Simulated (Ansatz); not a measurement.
The relaxed structure here is a generated cell of TiAl: the first start was made by a random draw of sites in a space group, and the end was not matched to a known phase here, so it may be hypothetical. Known forms of TiAl include space group No. 123.

The end point of a relaxation of TiAl. Space group Fm-3m (No. 225), rock salt type. The numbers are results of PBEsol (plane waves to 420 eV, PAW, scalar-relativistic; Ansatz, an electronic-structure program), not measurements.

```cif
data_AlTi
_chemical_formula_sum 'Al1 Ti1'
_space_group_name_H-M_alt 'P 1'
_space_group_IT_number 1
_cell_length_a 3.70012
_cell_length_b 3.70012
_cell_length_c 3.70012
_cell_angle_alpha 60.000
_cell_angle_beta 60.000
_cell_angle_gamma 60.000
loop_
_space_group_symop_operation_xyz
  'x, y, z'
loop_
_atom_site_label
_atom_site_type_symbol
_atom_site_fract_x
_atom_site_fract_y
_atom_site_fract_z
_atom_site_occupancy
Al1 Al 0.50000 0.50000 0.50000 1
Ti1 Ti 0.00000 0.00000 0.00000 1
```

```json
{
 "volume_per_atom": "17.91 Å³",
 "band_gap": "no gap (metallic)",
 "shortest_distances": "Al–Ti 2.62 Å",
 "k-mesh": "15×15×15"
}
```

No spin polarisation in the result.

The run could not lose the symmetry of its start, so the end can be a saddle point.
